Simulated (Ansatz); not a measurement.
Candidates compared on computed values. Bulk modulus and its pressure derivative give the pressure that a small compression needs; a soft, simple solid makes a sensitive pressure gauge, a stiff one a good anvil or seat.

The reference row is Si. Hydrostatic compression by 2 % of the volume (V₀/V = 1.0204), no change of phase.

Methods, by column (Ansatz, a plane-wave PAW program): B₀, B₀′: r²SCAN, Birch–Murnaghan fit of energy against volume; volume per atom: r²SCAN, relaxed cell.

Runs started from generated or typed cells of the structure named: Si; ScAl3. Not checked to be the ambient phase: AuIn2 (Fm-3m, cF12); Mg2Au (Pnma, oP12); Pt3Sn (Cu3Au type). Spin–orbit coupling is left out unless named.

The figures follow from the printed values by these rules: linear estimate = B₀ × compression; P = (B₀/B₀′)[(V₀/V)^B₀′ − 1]; modulus under load = B₀ + B₀′P; relative pressure = P/P_ref.

```
crystal                       B₀ (GPa)  B₀′  V (Å³/atom)  linear estimate (GPa)  Murnaghan pressure (GPa)  modulus there (GPa)  pressure (relative)
----------------------------  --------  ---  -----------  ---------------------  ------------------------  -------------------  -------------------
AuIn2 (Fm-3m, cF12)               68.6  6.6        23.62                    1.4                     1.482                 78.4                 0.73
Mg2Au (Pnma, oP12)                58.0  7.4        18.88                    1.2                     1.263                 67.3                 0.62
Si (diamond type), reference      96.8  4.2        20.17                    1.9                     2.040                  105                 1.00
ScAl3 (Cu3Au type)                93.7  4.0        17.05                    1.9                     1.971                  102                 0.53
Pt3Sn (Cu3Au type)                 221  5.4        16.30                    4.4                     4.715                  246                  2.3
```

Question: Check the column «pressure (relative)» against the rules: one row is wrong. Find and correct it.

Answer: The row of ScAl3 shows 0.53. From its own inputs, relative pressure: 1.971/2.040 = 0.97. The other rows agree with the rules.

With the correction: Ranking by relative pressure, highest first: Pt3Sn (Cu3Au type) (2.3 ± 0.12), Si (1.00 ± 0.050) ≈ ScAl3 (0.97 ± 0.048), AuIn2 (Fm-3m, cF12) (0.73 ± 0.036), Mg2Au (Pnma, oP12) (0.62 ± 0.031). The ± follows from allowances picked for this note (B₀ 5 %, B₀′ 0.4), carried to first order and added in quadrature, each row's own inputs moving alone; ≈ joins neighbours closer than their two ± added in quadrature.

B₀′ is the least certain number of such a fit, often by half a unit. Where several phases of a formula are at hand, those over 0.1 eV/atom above the lowest were not drawn (by r²SCAN where it compared them, else by the largest value; a layered or molecular lowest phase counts only with a dispersion term); other phases could lie lower still. Values belong to the structures named, which need not be the stable ones; other polymorphs differ. Rows were sampled with a lean to familiar crystals, related or not, whatever their agreement with measurement; tables with many equal figures were not kept. Limits of the draw: no layered crystals, B₀′ of 2 to 8; no unfamiliar magnets, and cubic perovskites only if shown or known to be stable. As a rule kept out of such tables: 4f compounds, open-shell compounds run without a Hubbard term, cells found unstable in the tests at hand, cells close to a higher symmetry, and runs set to a pressure or over 12 % in volume from the crystal's fullest run.
